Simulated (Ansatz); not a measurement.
Y4S3N2:
```
Y4S3N2
1.0
    6.46986     1.91727     0.00000
   -6.46986     1.91727     0.00000
   -6.11876     0.00000     7.74409
Y S N
4 3 2
Cartesian
 -0.59935   1.91727   5.02300
 -5.51941   1.91727   2.72109
 -1.71096   1.91727   1.13139
 -4.40780   1.91727   6.61270
  0.00000   0.00000   0.00000
 -9.01693   1.91727   6.07166
  2.89816   1.91727   1.67243
 -0.35644   1.91727   2.79966
 -5.76232   1.91727   4.94442
```

Relaxed with PBE. Special points in fractions of this cell's reciprocal vectors: Γ (0.000, 0.000, 0.000); C (0.286, 0.286, 0.000); C2 (-0.286, 0.714, 0.000); Y2 (-0.500, 0.500, 0.000); M2 (-0.500, 0.500, 0.500); D (-0.257, 0.743, 0.500); D2 (0.257, 0.257, 0.500); A (0.000, 0.000, 0.500); L2 (0.000, 0.500, 0.500); V2 (0.000, 0.500, 0.000).

List the band energies nearest the valence-band maximum at these points for PBE (plane waves, PAW; program Ansatz).

In eV from the valence-band maximum; about four levels below and three above (degenerate sets whole), none deeper than 8.9 eV; points with the same levels are listed once.

```csv
k,below,above
Γ,-1.22 -0.84 -0.63 -0.15,1.79 2.71 3.17
C,-1.01 -0.99 -0.78 -0.66,2.27 3.27 3.73
Y2,-1.05 -1.05 -0.94 -0.92,1.44 2.87 3.46
M2,-1.08 -1.04 -0.84 0.00,1.48 2.51 3.35
D,-1.10 -0.92 -0.55 -0.46,2.85 2.96 3.48
A,-1.14 -0.77 -0.70 -0.57,1.84 2.63 3.26
L2,-1.09 -1.00 -0.76 -0.55,2.44 3.37 3.50
V2,-1.19 -0.81 -0.54 -0.50,2.60 3.03 3.91 3.91
```

Space group C2/m. The first step of the workflow began from a Materials Project structure, measured or hypothetical; the Crystallography Open Database copy checked does not list it. Whether it is the stable phase at ambient conditions was not checked. The PBE relaxation kept the symmetry of its start; its stability against distortions is not shown here. The run is not spin-polarised. Spin–orbit coupling is left out wherever it is not named.

Potentials: the later of the program's two PAW sets.
